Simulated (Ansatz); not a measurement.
Input:

Bi₂S₃:
```
CELL_PARAMETERS angstrom
     11.13480     0.00000     0.00000
      0.00000     3.97949     0.00000
      0.00000     0.00000    10.96505
ATOMIC_POSITIONS crystal
  Bi 0.49468 0.25000 0.32480
  Bi 0.00532 0.75000 0.82480
  Bi 0.99468 0.25000 0.17520
  Bi 0.50532 0.75000 0.67520
  Bi 0.33332 0.75000 0.03145
  Bi 0.16668 0.25000 0.53145
  Bi 0.83332 0.75000 0.46855
  Bi 0.66668 0.25000 0.96855
  S  0.28160 0.25000 0.19559
  S  0.21840 0.75000 0.69559
  S  0.78160 0.25000 0.30441
  S  0.71840 0.75000 0.80441
  S  0.55042 0.75000 0.12944
  S  0.94958 0.25000 0.62944
  S  0.05042 0.75000 0.37056
  S  0.44958 0.25000 0.87056
  S  0.37762 0.75000 0.44245
  S  0.12238 0.25000 0.94245
  S  0.87762 0.75000 0.05755
  S  0.62238 0.25000 0.55755
```

This is the PBE+D3(BJ)-relaxed structure. Tensor components refer to the Cartesian frame of this cell.

Task: All from the program Ansatz at the PBE+D3(BJ) level (PAW), unless another level is named. Give the HSE06 gap on the PBE+D3(BJ) cell.

Result: 1.77 eV.

Task: Next, the hole effective mass?

Result: 0.82, 1.9, 3.5 mₑ (principal values).

Task: And the valence-band maximum?

Result: on the Γ–X line, 54 % of the way from Γ (k = 0.271, 0.000, 0.000 in fractions of the reciprocal vectors).

Space group Pnma. Symmetry was held in the PBE+D3(BJ) relaxation. Scalar-relativistic: spin–orbit coupling is off unless named, which matters more the heavier the elements.

Potentials: the later of the program's two PAW sets.
